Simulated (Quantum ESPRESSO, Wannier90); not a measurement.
CdS (wurtzite), plane waves to Wannier functions

Materials Project entry mp-672; symmetrised, unrelaxed at this level. COD (Crystallography Open Database) has the formula in 2 space groups, this one among them (matched by group alone). Computed values, not measurements, from PBEsol: Quantum ESPRESSO (norm-conserving PseudoDojo potentials, cutoff 82 Ry, no spin polarisation, no spin-orbit coupling) on a Γ-centred 6×6×4 mesh, then Wannier90. Density: 12×12×6 mesh, Gaussian smearing 0.01 Ry.

```
begin unit_cell_cart
ang
    4.1688398509    0.0000000000    0.0000000000
   -2.0844199255    3.6103212152    0.0000000000
    0.0000000000    0.0000000000    6.7796200000
end unit_cell_cart
mp_grid = 6 6 4
```

Which shells of neighbouring k-points and which b-vectors and weights does Wannier90 pick for this cell and mesh?


```
 *---------------------------------- K-MESH ----------------------------------*
 +----------------------------------------------------------------------------+
 |                    Distance to Nearest-Neighbour Shells                    |
 |                    ------------------------------------                    |
 |          Shell             Distance (Ang^-1)          Multiplicity         |
 |          -----             -----------------          ------------         |
 |             1                   0.231694                      2            |
 |             2                   0.290057                      6            |
 |             3                   0.371234                     12            |
 |             4                   0.463388                      2            |
 |             5                   0.502393                      6            |
 |             6                   0.546682                     12            |
 |             7                   0.553245                     12            |
 |             8                   0.580113                      6            |
       ... (lines left out)
 +----------------------------------------------------------------------------+
 | The b-vectors are chosen automatically                                     |
 | The following shells are used:                       1,  2                 |
 +----------------------------------------------------------------------------+
 |                        Shell   # Nearest-Neighbours                        |
 |                        -----   --------------------                        |
 |                          1               2                                 |
 |                          2               6                                 |
 +----------------------------------------------------------------------------+
 | Completeness relation is fully satisfied [Eq. (B1), PRB 56, 12847 (1997)]  |
 +----------------------------------------------------------------------------+
 |                  b_k Vectors (Ang^-1) and Weights (Ang^2)                  |
 |                  ----------------------------------------                  |
 |            No.         b_k(x)      b_k(y)      b_k(z)        w_b           |
 |            ---        --------------------------------     --------        |
 |             1         0.000000    0.000000    0.231694     9.314101        |
 |             2         0.000000    0.000000   -0.231694     9.314101        |
 |             3         0.000000    0.290057    0.000000     3.961988        |
 |             4         0.251196    0.145028    0.000000     3.961988        |
 |             5         0.000000   -0.290057    0.000000     3.961988        |
 |             6         0.251196   -0.145028    0.000000     3.961988        |
 |             7        -0.251196   -0.145028    0.000000     3.961988        |
 |             8        -0.251196    0.145028    0.000000     3.961988        |
```
